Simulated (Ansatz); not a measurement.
Here is the system:

Relaxed LiNbO$_{3}$ (LiNbO3 type, space group R3c):

```yaml
crystal:
  lattice:
    - [2.59493, 1.49819, 4.67214]
    - [-2.59493, 1.49819, 4.67214]
    - [0.00000, -2.99637, 4.67214]
  atoms:
    - { symbol: Li, position: [0.70264, 0.70264, 0.70264] }
    - { symbol: Li, position: [0.20264, 0.20264, 0.20264] }
    - { symbol: Nb, position: [0.98381, 0.98381, 0.98381] }
    - { symbol: Nb, position: [0.48381, 0.48381, 0.48381] }
    - { symbol: O, position: [0.62624, 0.87386, 0.26316] }
    - { symbol: O, position: [0.87386, 0.26316, 0.62624] }
    - { symbol: O, position: [0.26316, 0.62624, 0.87386] }
    - { symbol: O, position: [0.76316, 0.37386, 0.12624] }
    - { symbol: O, position: [0.37386, 0.12624, 0.76316] }
    - { symbol: O, position: [0.12624, 0.76316, 0.37386] }
```

The atoms are displaced by Q × the pattern below (from a DFPT mode at Γ, largest move 1; Q in Å), at fixed cell. It is one choice among 2 degenerate patterns.

| atom | x | y | z |
|---|---|---|---|
| Li1 | -0.592 | -0.806 | 0.000 |
| Li2 | 0.592 | -0.806 | 0.000 |
| Nb3 | 0.093 | 0.010 | 0.000 |
| Nb4 | -0.093 | 0.010 | 0.000 |
| O5 | -0.144 | -0.039 | 0.191 |
| O6 | 0.125 | 0.079 | 0.059 |
| O7 | -0.111 | 0.253 | -0.250 |
| O8 | -0.125 | 0.079 | 0.059 |
| O9 | 0.144 | -0.039 | 0.191 |
| O10 | 0.111 | 0.253 | -0.250 |

The numbers are results of PBE (plane waves to 420 eV, PAW, scalar-relativistic; Ansatz, an electronic-structure program), not measurements. k mesh 8×8×8 (Γ-centred), Fermi-Dirac smearing 0.05 eV. The energy includes the smearing's −TS. LiNbO3 is run without spin polarisation. LiNbO3 was relaxed with its symmetry unable to fall. The PAW data are Ansatz's earlier set. ΔE is measured from the undisplaced structure.

The scan covers Q from -0.280 to 0.280 Å in 13 points.

Is the energy the same for displacements of ±0.280 Å, and if not, which side lies higher?

Not even: the negative side lies higher at ±0.280 Å.

Which space group does the distorted structure have?

Cc (No. 9), lowered from R3c.

What is the energy change at Q = 0.280 Å?

333 meV/cell.

What harmonic wavenumber does the curvature at Q = 0 give?

324 cm⁻¹.

(For displaced atoms, the force is minus the slope of the energy, and its curvature is a force constant, which sets phonon frequencies.)
